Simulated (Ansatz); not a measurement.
Here is the system:

TiSi$_{2}$ (C49 type, space group Cmcm)

```yaml
crystal:
  lattice:
    - [1.77297, -6.78252, 0.00000]
    - [1.77297, 6.78252, 0.00000]
    - [0.00000, 0.00000, 3.57969]
  atoms:
    - { symbol: Si, position: [0.94084, 0.05916, 0.75000] }
    - { symbol: Si, position: [0.05916, 0.94084, 0.25000] }
    - { symbol: Si, position: [0.25028, 0.74972, 0.75000] }
    - { symbol: Si, position: [0.74972, 0.25028, 0.25000] }
    - { symbol: Ti, position: [0.60320, 0.39680, 0.75000] }
    - { symbol: Ti, position: [0.39680, 0.60320, 0.25000] }
```

Equation-of-state scan: isotropic scaling of the cell above, V₀ being its volume. The atoms relax within the cell's symmetry.

Level of theory: PBE (plane waves to 420 eV, PAW, scalar-relativistic; Ansatz, a quantum-chemistry and plane-wave program). k mesh 14×14×13 (Γ-centred), Fermi-Dirac smearing 0.05 eV. The energy includes the smearing's −TS. Compression counts positive. With the shape held, the modulus is that of even scaling; a crystal free to change shape is softer. The PAW data are Ansatz's earlier set. This is one of several known forms of TiSi2; the measured ambient cells at hand have space group No. 70. TiSi2 is run without spin polarisation. TiSi2 was relaxed with its symmetry unable to fall. ΔE is measured from the relaxed starting cell.

The scan covers V/V₀ from 0.840 to 1.160 in 11 points.

What is the fitted pressure derivative B₀′?

4.3.

What bulk modulus at fixed cell shape B₀ follows from a third-order Birch-Murnaghan fit?

133 GPa.

(Under strain, the slope of the energy per volume gives the stress and its curvature an elastic modulus.)
